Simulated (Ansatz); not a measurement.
In$_{2}$Si$_{2}$O$_{7}$:
```xyz
11
Lattice="3.2829 4.2785 0.0000 -3.2829 4.2785 0.0000 -1.0155 0.0000 4.5746" Properties=species:S:1:pos:R:3 pbc="T T T"
In     0.0000     5.9296     0.0000
In     0.0000     2.6275     0.0000
Si    -2.2369     4.2785     1.8783
Si     1.2214     4.2785     2.6963
O      0.9371     2.9319     3.5720
O     -1.9526     5.6252     1.0026
O     -1.9526     2.9319     1.0026
O      0.9371     5.6252     3.5720
O     -0.5077     0.0000     2.2873
O      0.4164     4.2785     1.2887
O     -1.4319     4.2785     3.2859
```

Relaxed with LDA. Special points in fractions of this cell's reciprocal vectors: Γ (0.000, 0.000, 0.000); Y (0.500, 0.500, 0.000); M (0.500, 0.500, 0.500); A (0.000, 0.000, 0.500); L2 (0.000, 0.500, 0.500); V2 (0.000, 0.500, 0.000).

Question: List the band energies nearest the valence-band maximum at these points for plane-wave PAW LDA (Ansatz code).

Answer: In eV from the valence-band maximum; about four levels below and three above (degenerate sets whole), none deeper than 8.9 eV; points with the same levels are listed once.

| k | below | above |
|---|---|---|
| Γ | -0.81 -0.55 -0.45 0.00 | 3.07 6.46 7.82 |
| Y | -0.91 -0.56 -0.32 -0.12 | 5.57 6.09 7.23 |
| M | -1.10 -0.43 -0.14 -0.05 | 5.04 5.45 8.15 |
| A | -0.55 -0.25 -0.05 -0.04 | 5.01 6.37 6.74 |
| L2 | -0.57 -0.43 -0.41 -0.29 | 5.47 5.75 7.45 |
| V2 | -0.65 -0.59 -0.35 -0.16 | 5.18 5.44 7.59 |

Space group C2/m. The first step of the workflow began from a Materials Project structure, measured or hypothetical; the Crystallography Open Database files this formula in space group No. 12, but the cells were not matched. Whether it is the stable phase at ambient conditions was not checked. The cell was relaxed with LDA under the symmetry of its start; phonons on a q-mesh show no instability. Scalar-relativistic: spin–orbit coupling is off unless named, which matters more the heavier the elements.

Potentials: the later of the program's two PAW sets.
